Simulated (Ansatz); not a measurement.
A relaxation computed with Ansatz, from input to last step.

```yaml
crystal:
  lattice:
    - [3.9918440407, 0.0, 0.0]
    - [0.0, 5.6453199812, 0.0]
    - [0.0, 0.0, 11.2906399624]
  atoms:
    - { symbol: Li, position: [0.0, 0.0, 0.0] }
    - { symbol: Li, position: [0.0, 0.5, 0.25] }
    - { symbol: Ga, position: [0.5, 0.75, 0.125] }
    - { symbol: Ga, position: [0.5, 0.25, 0.375] }
    - { symbol: Ga, position: [0.5, 0.25, 0.125] }
    - { symbol: Ga, position: [0.5, 0.75, 0.375] }
    - { symbol: Ga, position: [0.0, 0.5, 0.0] }
    - { symbol: Ga, position: [0.0, 0.0, 0.25] }
    - { symbol: Ga, position: [0.0, 0.0, 0.5] }
    - { symbol: Ga, position: [0.0, 0.5, 0.75] }
    - { symbol: Ga, position: [0.5, 0.75, 0.625] }
    - { symbol: Ga, position: [0.5, 0.25, 0.875] }
    - { symbol: Ga, position: [0.5, 0.25, 0.625] }
    - { symbol: Ga, position: [0.5, 0.75, 0.875] }
    - { symbol: Li, position: [0.0, 0.5, 0.5] }
    - { symbol: Li, position: [0.0, 0.0, 0.75] }
basis:
  ecutwfc: 420
kpoints:
  mp_grid: { grid: [8, 6, 3] }
hamiltonian:
  xc: pbesol
scf:
  occupations: { method: gaussian, width: 0.1 }
output:
  forces: true
  stress: true
  eigenvalues: true
  populations: true
relax:
  adjacent_minimum: "off"
  f_tol: 0.02
  max_steps: 45
  cell: { fix: [a, b, alpha, beta, gamma], stress_tol: 0.1 }
```

```bash
ansatz run input.yaml --threads 4 --pin off --max-ram 9216MiB --backend cpu --events-out ev --progress --plain --runs-dir out
```

These are results of Ansatz 0.2.0, DFT PBEsol, scalar-relativistic, plane waves, PAW, not measurements.

Of 5 frames 5 are shown, positions in Å and forces in eV/Å; the SCF threshold varies from step to step. Steps run on the plane waves of an earlier cell, with a Pulay correction in the pressure. The basis is chosen afresh for the last frame, the zero of the energies, and can be on the way; energy and pressure step there, also at an unchanged geometry.

```xyz
16
Lattice="3.9918 0.0000 0.0000 0.0000 5.6453 0.0000 0.0000 0.0000 11.2906" Properties=species:S:1:pos:R:3:forces:R:3 pbc="T T T" step=1 free_energy_over_end_meV_per_atom=4.76 pressure_GPa=1.06
Li    0.0000    0.0000    0.0000    0.0000    0.0000    0.1700
Li    0.0000    2.8227    2.8227    0.0000    0.0000   -0.1700
Ga    1.9959    4.2340    1.4113    0.0000    0.0000    0.0000
Ga    1.9959    1.4113    4.2340    0.0000    0.1360    0.0000
Ga    1.9959    1.4113    1.4113    0.0000    0.0000    0.0000
Ga    1.9959    4.2340    4.2340    0.0000   -0.1360    0.0000
Ga    0.0000    2.8227    0.0000    0.0000    0.0000    0.1370
Ga    0.0000    0.0000    2.8227    0.0000    0.0000   -0.1370
Ga    0.0000    0.0000    5.6453    0.0000    0.0000    0.1370
Ga    0.0000    2.8227    8.4680    0.0000    0.0000   -0.1370
Ga    1.9959    4.2340    7.0567    0.0000    0.0000    0.0000
Ga    1.9959    1.4113    9.8793    0.0000   -0.1360    0.0000
Ga    1.9959    1.4113    7.0567    0.0000    0.0000    0.0000
Ga    1.9959    4.2340    9.8793    0.0000    0.1360    0.0000
Li    0.0000    2.8227    5.6453    0.0000    0.0000    0.1700
Li    0.0000    0.0000    8.4680    0.0000    0.0000   -0.1700
16
Lattice="3.9918 0.0000 0.0000 0.0000 5.6453 0.0000 0.0000 0.0000 11.5086" Properties=species:S:1:pos:R:3:forces:R:3 pbc="T T T" step=2 free_energy_over_end_meV_per_atom=0.81 pressure_GPa=-0.11
Li    0.0000    0.0000    0.1052    0.0000    0.0000   -0.0850
Li    0.0000    2.8227    2.7720    0.0000    0.0000    0.0850
Ga    1.9959    4.2340    1.4386    0.0000    0.0000    0.0000
Ga    1.9959    1.4329    4.3157    0.0000    0.0030    0.0000
Ga    1.9959    1.4113    1.4386    0.0000    0.0000    0.0000
Ga    1.9959    4.2124    4.3157    0.0000   -0.0030    0.0000
Ga    0.0000    2.8227    0.0079    0.0000    0.0000   -0.0590
Ga    0.0000    0.0000    2.8693    0.0000    0.0000    0.0590
Ga    0.0000    0.0000    5.7622    0.0000    0.0000   -0.0590
Ga    0.0000    2.8227    8.6236    0.0000    0.0000    0.0590
Ga    1.9959    4.2340    7.1929    0.0000    0.0000    0.0000
Ga    1.9959    1.3897   10.0700    0.0000   -0.0030    0.0000
Ga    1.9959    1.4113    7.1929    0.0000    0.0000    0.0000
Ga    1.9959    4.2556   10.0700    0.0000    0.0030    0.0000
Li    0.0000    2.8227    5.8595    0.0000    0.0000   -0.0850
Li    0.0000    0.0000    8.5263    0.0000    0.0000    0.0850
16
Lattice="3.9918 0.0000 0.0000 0.0000 5.6453 0.0000 0.0000 0.0000 11.5697" Properties=species:S:1:pos:R:3:forces:R:3 pbc="T T T" step=3 free_energy_over_end_meV_per_atom=0.21 pressure_GPa=-0.43
Li    0.0000    0.0000    0.0851    0.0000    0.0000   -0.0260
Li    0.0000    2.8227    2.8073    0.0000    0.0000    0.0260
Ga    1.9959    4.2340    1.4462    0.0000    0.0000    0.0000
Ga    1.9959    1.4325    4.3386    0.0000   -0.0110    0.0000
Ga    1.9959    1.4113    1.4462    0.0000    0.0000    0.0000
Ga    1.9959    4.2128    4.3386    0.0000    0.0110    0.0000
Ga    0.0000    2.8227    0.0026    0.0000    0.0000   -0.0080
Ga    0.0000    0.0000    2.8898    0.0000    0.0000    0.0080
Ga    0.0000    0.0000    5.7875    0.0000    0.0000   -0.0080
Ga    0.0000    2.8227    8.6747    0.0000    0.0000    0.0080
Ga    1.9959    4.2340    7.2311    0.0000    0.0000    0.0000
Ga    1.9959    1.3901   10.1235    0.0000    0.0110    0.0000
Ga    1.9959    1.4113    7.2311    0.0000    0.0000    0.0000
Ga    1.9959    4.2552   10.1235    0.0000   -0.0110    0.0000
Li    0.0000    2.8227    5.8699    0.0000    0.0000   -0.0260
Li    0.0000    0.0000    8.5922    0.0000    0.0000    0.0260
16
Lattice="3.9918 0.0000 0.0000 0.0000 5.6453 0.0000 0.0000 0.0000 11.6138" Properties=species:S:1:pos:R:3:forces:R:3 pbc="T T T" step=4 free_energy_over_end_meV_per_atom=0.12 pressure_GPa=-0.64
Li    0.0000    0.0000    0.0738    0.0000    0.0000   -0.0010
Li    0.0000    2.8227    2.8297    0.0000    0.0000    0.0010
Ga    1.9959    4.2340    1.4517    0.0000    0.0000    0.0000
Ga    1.9959    1.4288    4.3552    0.0000   -0.0050    0.0000
Ga    1.9959    1.4113    1.4517    0.0000    0.0000    0.0000
Ga    1.9959    4.2165    4.3552    0.0000    0.0050    0.0000
Ga    0.0000    2.8227    0.0036    0.0000    0.0000    0.0040
Ga    0.0000    0.0000    2.8998    0.0000    0.0000   -0.0040
Ga    0.0000    0.0000    5.8105    0.0000    0.0000    0.0040
Ga    0.0000    2.8227    8.7067    0.0000    0.0000   -0.0040
Ga    1.9959    4.2340    7.2586    0.0000    0.0000    0.0000
Ga    1.9959    1.3939   10.1621    0.0000    0.0050    0.0000
Ga    1.9959    1.4113    7.2586    0.0000    0.0000    0.0000
Ga    1.9959    4.2514   10.1621    0.0000   -0.0050    0.0000
Li    0.0000    2.8227    5.8806    0.0000    0.0000   -0.0010
Li    0.0000    0.0000    8.6366    0.0000    0.0000    0.0010
16
Lattice="3.9918 0.0000 0.0000 0.0000 5.6453 0.0000 0.0000 0.0000 11.6138" Properties=species:S:1:pos:R:3:forces:R:3 pbc="T T T" step=5 free_energy_over_end_meV_per_atom=0.00 pressure_GPa=-0.64
Li    0.0000    0.0000    0.0738    0.0000    0.0000   -0.0010
Li    0.0000    2.8227    2.8297    0.0000    0.0000    0.0010
Ga    1.9959    4.2340    1.4517    0.0000    0.0000    0.0000
Ga    1.9959    1.4288    4.3552    0.0000   -0.0050    0.0000
Ga    1.9959    1.4113    1.4517    0.0000    0.0000    0.0000
Ga    1.9959    4.2165    4.3552    0.0000    0.0050    0.0000
Ga    0.0000    2.8227    0.0036    0.0000    0.0000    0.0040
Ga    0.0000    0.0000    2.8998    0.0000    0.0000   -0.0040
Ga    0.0000    0.0000    5.8105    0.0000    0.0000    0.0040
Ga    0.0000    2.8227    8.7067    0.0000    0.0000   -0.0040
Ga    1.9959    4.2340    7.2586    0.0000    0.0000    0.0000
Ga    1.9959    1.3939   10.1621    0.0000    0.0050    0.0000
Ga    1.9959    1.4113    7.2586    0.0000    0.0000    0.0000
Ga    1.9959    4.2514   10.1621    0.0000   -0.0050    0.0000
Li    0.0000    2.8227    5.8806    0.0000    0.0000   -0.0010
Li    0.0000    0.0000    8.6366    0.0000    0.0000    0.0010
```

Time: 53 s on 4 threads of Intel(R) Xeon(R) 6975P-C (Granite Rapids) (shared host), peak memory 1.4 GiB.